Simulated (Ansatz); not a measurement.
Y$_{5}$Si$_{3}$:
Space group P6₃/mcm (No. 193); a = b = 8.373 Å, c = 6.288 Å, α = β = 90.00°, γ = 120.00°

```json
[
 {"atom": "Y", "site": "6g", "symmetry": "m2m", "x": "0.2434", "y": "0.2434", "z": "0.7500"},
 {"atom": "Y", "site": "4d", "symmetry": "3.2", "x": "0.3333", "y": "0.6667", "z": "0.0000"},
 {"atom": "Si", "site": "6g", "symmetry": "m2m", "x": "0.3948", "y": "0.3948", "z": "0.2500"}
]
```

Relaxed with PBEsol.

Tabulate the valence density and the electron localisation function along the shortest Y–Si contact (2.89 Å), DFT-PBEsol in the program Ansatz with PAW potentials.



```
distance from Y (Å)  density (e/Å³)   ELF
-------------------  --------------  ----
0.29                           3.70  0.65
0.43                           3.56  0.80
0.58                           2.82  0.85
0.72                           1.84  0.84
0.87                           1.03  0.71
1.01                           0.55  0.41
1.16                           0.32  0.19
1.30                           0.24  0.17
1.44                           0.23  0.30
1.59                           0.26  0.53
1.73                           0.30  0.70
1.88                           0.36  0.77
2.02                           0.41  0.75
2.17                           0.41  0.66
2.31                           0.34  0.48
2.46                           0.23  0.32
2.60                           0.13  0.31
```

The density is the valence pseudo-density with augmentation charge, so density and ELF within about 1 Å of a nucleus are not all-electron values.

Space group P6_3/mcm. The first step of the workflow began from a Materials Project structure, measured or hypothetical; the Crystallography Open Database copy checked does not list it. Whether it is the stable phase at ambient conditions was not checked. Symmetry was held in the PBEsol relaxation; whether a distortion lowers the energy is not shown. The run is not spin-polarised.

Potentials: the later of the program's two PAW sets.
